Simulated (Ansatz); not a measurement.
# Tc

```
Tc
1.0
     2.74000    0.00000    0.00000
    -1.37000    2.37291    0.00000
     0.00000    0.00000    4.39800
Tc
2
Direct
  0.33333 0.66667 0.25000
  0.66667 0.33333 0.75000
```

Atoms are numbered in the order listed.

The geometry is COD entry 1541062, unchecked; take it as a test cell.

Computed with DFT, LDA, all-electron LAPW, scalar-relativistic (Ansatz 0.2.0).

Sampling and basis: a Γ-centred 17×17×9 k mesh, Fermi–Dirac smearing of 0.08 eV, basis error target 1 meV/atom, no spin polarisation.

```
Pressure at this cell                             : -11.68 GPa
Band gap                                          : none: bands cross the Fermi level, a metal
Stress xx, yy, zz (compression positive)          : -11.12, -11.12, -12.82 GPa
Density of states at the Fermi level (0.2 eV bin) : 1.79 states/eV per cell
Volume per atom                                   : 96.5 bohr³
```
